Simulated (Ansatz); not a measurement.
Fields on a plane of RuSi (FeSi type, space group P2_13)

```
CELL_PARAMETERS angstrom
      4.73591     0.00000     0.00000
      0.00000     4.73591     0.00000
      0.00000     0.00000     4.73591
ATOMIC_POSITIONS crystal
  Ru 0.12921 0.12921 0.12921
  Ru 0.62921 0.37079 0.87079
  Ru 0.87079 0.62921 0.37079
  Ru 0.37079 0.87079 0.62921
  Si 0.83761 0.83761 0.83761
  Si 0.33761 0.66239 0.16239
  Si 0.16239 0.33761 0.66239
  Si 0.66239 0.16239 0.33761
```

The slice is a {110} plane (indices of the conventional cell) through the point (0.162, 0.338, 0.662) (fractional), spanned by u = [100] and v = [011] in vectors of this cell: u (4.74 Å) and v (6.70 Å, at 90° to u). It covers one period; positions are fractions (u, v).

Atoms on it: Si at (0.00, 0.00). Other atoms lie within 1 Å of the plane.

These are PBE (plane waves to 420 eV, PAW, scalar-relativistic; Ansatz, a program for electronic structure) values and carry that method's errors. k mesh 10×10×10. Inside the PAW spheres the values are not all-electron values, and peaks at nuclei hang on which shells count as valence. RuSi is run without spin polarisation. RuSi was relaxed with its symmetry unable to fall.

```tsv
v \ u	0.00	0.18	0.35	0.53	0.71	0.88
0.88	-0.4	-0.5	-0.5	-0.5	-0.7	-0.5
0.75	-0.5	-0.5	-0.3	-0.6	-0.5	-0.6
0.62	-0.3	-0.5	-0.6	-0.5	-0.5	-0.4
0.50	-0.4	-0.4	-0.7	-0.7	-0.5	-0.5
0.38	-0.5	-0.5	-0.5	-0.6	-0.5	-0.6
0.25	-0.8	-0.5	-0.3	-0.2	-0.5	-0.9
0.12	-0.5	-0.4	0.3	0.6	-0.5	-0.5
0.00	-1.3	-0.4	-0.3	-0.2	-0.6	-0.5
```

Values: log₁₀ of the valence density in e/Å³. The scale is logarithmic, as a density can span decades between atoms and voids.

```
|xxxx=%#+=+#%%=xxx|
|xxx *%%*++#%%* xx|
|xx +%%+:xx.+%%+ x|
|==*%%* xxxx *%%#=|
|%%%%#-xxxxxx=%@@%|
|%%%%#:xxxxxx-%@@%|
|+*#%#-xxxxxx=%@#*|
|-=#%%* xxxx.*%#+-|
|:=*%@%+.xx.+%%#=:|
|-=+*#%%#**#%%%#+-|
|=-..:+#%@%%%%%#*+|
|=xxxx +%@@%%#%%%#|
|:xxxxx.#@@#**#%%#|
| xxxxx *%%*++*%%*|
|.xxxxx.#%#+--+#%#|
|=xxxxx=#%#+--+#%%|
|#= x.=***+===*%@@|
|%#***+-   :+*%@@@|
|%%%%#-xxxx -#@@@%|
|-=*%* xxxxx #@%*=|
|xx += xxxxx *%+ x|
|xxx - xxxxx ** xx|
|xxxx-:xxxxx-*=xxx|
|xxxx-+- x -##-xxx|
```
Scale: ten equal steps from 5.00 (start of ' ') to 13.56 (end of '@'), in the order ' .:-=+*#%@'. Values: electrostatic potential energy of an electron, from the cell's mean, in eV. The map has 17 points along u (one character each, u = 0 at the left) and 24 along v (v = 0 in the bottom row). Points within 1 Å of a nucleus are blanked (x), as the pseudised field means little there. Values under 5 eV are set to 5. The zero, the cell's mean, hangs on the PAW cores.
